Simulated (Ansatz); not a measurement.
**Equation of state of potassium, dhcp**

Level of theory: DFT, BLYP, plane waves (420 eV) with PAW, scalar-relativistic (Ansatz). The PAW files were generated under PBE, with cores re-solved for the functional.

The cell is scaled uniformly from the relaxed one, with fractional coordinates and shape fixed. Energies are extrapolated to zero smearing, pressures are those at the given smearing. Magnetic state: spin not included.

```tsv
V (Å³/atom)	E − E₀ (meV/atom)	P (GPa)
66.776	13.4	0.53
69.811	5.6	0.32
72.847	1.3	0.15
75.882	0.0	0.02
78.917	1.0	-0.10
81.952	4.0	-0.19
84.988	8.6	-0.27
```

(1) Fit a third-order Birch-Murnaghan equation.

Results:

(1) V₀ = 75.97 Å³/atom, B₀ = 3.1 GPa, B₀′ = 4.0.
